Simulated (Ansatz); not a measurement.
# CaZrF₆ (Fm-3m), zone-centre modes

Theory: Ansatz 0.2.0, DFT PBEsol, scalar-relativistic, plane waves, PAW. Settings: plane waves to 420 eV, k-mesh 6×6×6 (Γ-centred), Gaussian smearing 0.05 eV. No spin polarisation.

Reference structure (relaxed at this level; it needn't be the usual structure):

```yaml
crystal:
  lattice:
    - [0.00000, 4.25544, 4.25544]
    - [4.25544, 0.00000, 4.25544]
    - [4.25544, 4.25544, 0.00000]
  atoms:
    - { symbol: Ca, position: [0.50000, 0.50000, 0.50000] }
    - { symbol: Zr, position: [0.00000, 0.00000, 0.00000] }
    - { symbol: F, position: [0.76386, 0.23614, 0.23614] }
    - { symbol: F, position: [0.23614, 0.76386, 0.76386] }
    - { symbol: F, position: [0.23614, 0.76386, 0.23614] }
    - { symbol: F, position: [0.76386, 0.23614, 0.76386] }
    - { symbol: F, position: [0.23614, 0.23614, 0.76386] }
    - { symbol: F, position: [0.76386, 0.76386, 0.23614] }
```

Harmonic modes by finite displacements of 0.02 Å, without the LO–TO term.

Question: At this geometry, is the structure stable against these modes?

Answer: Yes: no mode is imaginary beyond 10 cm⁻¹, and only the three translations lie near zero.

Question: List the wavenumbers in cm⁻¹.

Answer: 0, 0, 0, 31, 31, 31, 108, 108, 108, 168, 168, 168, 220, 220, 220, 277, 277, 277, 481, 481, 485, 485, 485, 622.

Cost: 1 run of about 1.1 core-minutes, on AMD EPYC 7R43 (Zen 3) (shared hosts).